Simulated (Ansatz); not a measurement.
Ti₇S₁₂:
```xyz
38
Lattice="6.8543 0.0000 0.0000 0.0376 1.9826 11.5931 -1.7210 -8.8770 0.0000" Properties=species:S:1:pos:R:3 pbc="T T T"
Ti     5.1615    -1.9355     5.8642
Ti     0.0094    -4.9589     5.7289
Ti     5.1531    -1.9805     2.7070
Ti     0.0178    -4.9139     8.8860
Ti     3.4365    -8.8625     0.0290
Ti     1.7345     1.9681    11.5641
Ti     3.4460     0.9913     5.7965
Ti     1.7469    -5.9124     0.0019
Ti     3.4241    -0.9821    11.5912
Ti     3.4454    -5.0300     5.7825
Ti     1.7256    -1.8644     5.8106
Ti    -0.0263    -2.9930     0.0238
Ti     5.1973    -3.9014    11.5693
Ti     0.0188     0.9913     5.7965
S      5.1662    -0.0005    10.2490
S      0.0048    -6.8939     1.3441
S      5.1599    -0.0208     4.3418
S      0.0111    -6.8736     7.2513
S      1.7680    -5.9326    10.1236
S      3.4030    -0.9619     1.4695
S      3.4414    -6.9147     7.2048
S      1.7296     0.0203     4.3883
S      1.7331    -5.9275     4.3728
S      3.4379    -0.9669     7.2202
S      3.4203    -6.8957     1.3914
S      1.7507     0.0013    10.2017
S      3.4559    -2.9355    10.1760
S      1.7151    -3.9589     1.4171
S      0.0454    -2.8991    10.1005
S      5.1256    -3.9953     1.4926
S      1.6986    -3.9485     7.1984
S      3.4724    -2.9459     4.3947
S     -0.0115    -2.9272     4.3433
S      5.1825    -3.9672     7.2498
S      0.0266    -0.9704     7.2256
S      5.1444    -5.9240     4.3675
S      0.0333    -0.9684     1.4710
S      5.1377    -5.9260    10.1221
```

Relaxed with r²SCAN. Special points in fractions of this cell's reciprocal vectors: Γ (0.000, 0.000, 0.000); X (0.500, 0.000, 0.000); Y (0.000, 0.500, 0.000); Z (0.000, 0.000, 0.500); R2 (-0.500, -0.500, 0.500); T2 (0.000, -0.500, 0.500); U2 (-0.500, 0.000, 0.500); V2 (0.500, -0.500, 0.000).

Question: List the band energies nearest the Fermi level at these points for r²SCAN (plane waves, PAW; program Ansatz).

Answer: In eV from the Fermi level; about four levels below and three above (degenerate sets whole), none deeper than 8.9 eV; points with the same levels are listed once.

| k | below | above |
|---|---|---|
| Γ | -0.41 -0.23 -0.13 -0.05 | 0.06 0.14 0.26 |
| X | -1.97 -1.61 -1.53 -0.20 | 0.11 0.18 0.18 |
| Y | -0.50 -0.31 -0.19 -0.16 | 0.05 0.06 0.21 |
| Z | -0.80 -0.64 -0.37 -0.27 | 0.05 0.09 0.18 |
| R2 | -0.26 -0.10 -0.07 -0.01 | 0.18 0.27 0.31 |
| T2 | -0.89 -0.68 -0.31 -0.30 | 0.10 0.15 0.22 |
| U2 | -0.41 -0.23 -0.15 -0.05 | 0.06 0.12 0.29 |
| V2 | -1.88 -1.76 -1.60 -0.24 | 0.07 0.17 0.22 |

Space group P-1. The first step of the workflow began from a Materials Project structure, measured or hypothetical; the Crystallography Open Database copy checked does not list it. Its standing as an ambient phase is unchecked. The cell was relaxed with r²SCAN under the symmetry of its start; whether a distortion lowers the energy is not shown. The run is not spin-polarised.

Potentials: the later of the program's two PAW sets.
